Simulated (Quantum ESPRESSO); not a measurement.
# Computed records: Ca₂MgZnO₄ (made-up cell)

All values are calculated (Quantum ESPRESSO 7.5). Calculation on a made-up crystal cell, not a measurement: periodic Kohn-Sham density functional theory in plane waves with PseudoDojo standard norm-conserving scalar-relativistic pseudopotentials, each functional with its own files (v0.5 for PBE, v0.4.1 for LDA and PBEsol), no spin polarisation, no spin-orbit coupling, atoms not relaxed, stress positive in tension, energies less a fixed whole-eV offset for each atom's element; levels are Kohn-Sham levels at fractions of this cell's reciprocal vectors, counted from the reference band (half the neutral cell's valence electrons, rounded up) at Gamma; error bars cover cutoff and k-mesh only, not smearing or the files; added strain carries the atoms with the cell, and shear is the tensor component; each bar is the largest change over components, and at least 0.002 eV, 0.002 eV per angstrom or 0.02 GPa; energies are for the whole cell, and the offsets were chosen from early runs and are not element reference energies.

Settings shared by all entries: lattice type rocksalt; functional pbe; cutoff 1143 eV; fermi dirac smearing 0.025 eV; scf tolerance 1e-07 eV; electrons removed 0; added strain kind shear xy; k mesh 4 x 4 x 4, shifted by half a step.

(1) 
```cif
# cell vector a (Å): 4.4140 -0.0036 0.0193
# cell vector b (Å): -0.0036 4.4364 0.0542
# cell vector c (Å): 0.0193 0.0542 4.5124
data_Ca2MgZnO4
_symmetry_space_group_name_H-M 'P 1'
_symmetry_Int_Tables_number 1
_cell_length_a 4.4140
_cell_length_b 4.4367
_cell_length_c 4.5128
_cell_angle_alpha 88.612
_cell_angle_beta 89.505
_cell_angle_gamma 90.090
_cell_volume 88.35
loop_
_atom_site_label
_atom_site_type_symbol
_atom_site_fract_x
_atom_site_fract_y
_atom_site_fract_z
_atom_site_occupancy
Ca1 Ca 0.97412 0.96264 0.03216 1
Ca2 Ca 0.00283 0.50022 0.51891 1
Zn1 Zn 0.50950 0.97744 0.46534 1
Mg1 Mg 0.52228 0.49425 0.01109 1
O1 O 0.50295 0.98300 0.01162 1
O2 O 0.51165 0.50147 0.50214 1
O3 O 0.99850 0.96730 0.50279 1
O4 O 0.99697 0.49761 0.00926 1
_calc_added_strain 0.0024
_calc_structure_shown 'before the added strain of 0.0024'
_calc_free_energy_less_offsets 1.506  # eV
_calc_smearing_term_minus_ts 0  # eV
_calc_scf_iterations 12
_calc_pressure 18.42  # GPa
_calc_stress_xx -19.33  # GPa
_calc_stress_yy -20.41  # GPa
_calc_stress_zz -15.5  # GPa
_calc_stress_yz 1.884  # GPa
_calc_stress_xz 0.9434  # GPa
_calc_stress_xy 0.3979  # GPa
_calc_error_bar_energy 0.002  # eV
_calc_error_bar_stress 0.039  # GPa
_calc_error_bar_force 0.003012  # eV/angstrom
_calc_error_bars_from 'tighter rerun of a related cell'
```

Atoms:
| atoms element | atom site | atom energy offset (eV) |
| --- | --- | --- |
| Ca | 1 | -1055 |
| Ca | 2 | -1055 |
| Zn | 3 | -5687 |
| Mg | 4 | -1617 |
| O | 5 | -452 |
| O | 6 | -452 |
| O | 7 | -452 |
| O | 8 | -452 |

Forces:
| site | x (eV/Å) | y (eV/Å) | z (eV/Å) |
| --- | --- | --- | --- |
| 1 | 2.209 | 2.364 | -1.783 |
| 2 | 0.791 | -2.278 | 0.04833 |
| 3 | -0.4123 | 0.2472 | 0.8552 |
| 4 | -0.8779 | -0.4105 | -0.23 |
| 5 | -1.316 | 0.2727 | -0.08296 |
| 6 | -0.5126 | -0.3803 | -0.02384 |
| 7 | 0.04946 | 1.852 | 0.9838 |
| 8 | 0.0696 | -1.667 | 0.2329 |

(2) 
```cif
# cell vector a (Å): 4.4140 -0.0036 0.0193
# cell vector b (Å): -0.0036 4.4364 0.0542
# cell vector c (Å): 0.0193 0.0542 4.5124
data_Ca2MgZnO4
_symmetry_space_group_name_H-M 'P 1'
_symmetry_Int_Tables_number 1
_cell_length_a 4.4140
_cell_length_b 4.4367
_cell_length_c 4.5128
_cell_angle_alpha 88.612
_cell_angle_beta 89.505
_cell_angle_gamma 90.090
_cell_volume 88.35
loop_
_atom_site_label
_atom_site_type_symbol
_atom_site_fract_x
_atom_site_fract_y
_atom_site_fract_z
_atom_site_occupancy
Ca1 Ca 0.97412 0.96264 0.03216 1
Ca2 Ca 0.00283 0.50022 0.51891 1
Zn1 Zn 0.50950 0.97744 0.46534 1
Mg1 Mg 0.52228 0.49425 0.01109 1
O1 O 0.50295 0.98300 0.01162 1
O2 O 0.51165 0.50147 0.50214 1
O3 O 0.99850 0.96730 0.50279 1
O4 O 0.99697 0.49761 0.00926 1
_calc_added_strain 0.0062
_calc_structure_shown 'before the added strain of 0.0062'
_calc_free_energy_less_offsets 1.509  # eV
_calc_smearing_term_minus_ts 0  # eV
_calc_scf_iterations 12
_calc_pressure 18.43  # GPa
_calc_stress_xx -19.34  # GPa
_calc_stress_yy -20.44  # GPa
_calc_stress_zz -15.51  # GPa
_calc_stress_yz 1.907  # GPa
_calc_stress_xz 0.9861  # GPa
_calc_stress_xy 1.052  # GPa
_calc_error_bar_energy 0.002  # eV
_calc_error_bar_stress 0.039  # GPa
_calc_error_bar_force 0.003012  # eV/angstrom
_calc_error_bars_from 'tighter rerun of a related cell'
```

Atoms:
| atoms element | atom site | atom energy offset (eV) |
| --- | --- | --- |
| Ca | 1 | -1055 |
| Ca | 2 | -1055 |
| Zn | 3 | -5687 |
| Mg | 4 | -1617 |
| O | 5 | -452 |
| O | 6 | -452 |
| O | 7 | -452 |
| O | 8 | -452 |

Forces:
| site | x (eV/Å) | y (eV/Å) | z (eV/Å) |
| --- | --- | --- | --- |
| 1 | 2.21 | 2.361 | -1.785 |
| 2 | 0.7924 | -2.283 | 0.04919 |
| 3 | -0.4166 | 0.2461 | 0.8551 |
| 4 | -0.8653 | -0.3922 | -0.2292 |
| 5 | -1.325 | 0.2714 | -0.08298 |
| 6 | -0.5097 | -0.3798 | -0.02319 |
| 7 | 0.04597 | 1.85 | 0.9836 |
| 8 | 0.06852 | -1.673 | 0.2326 |
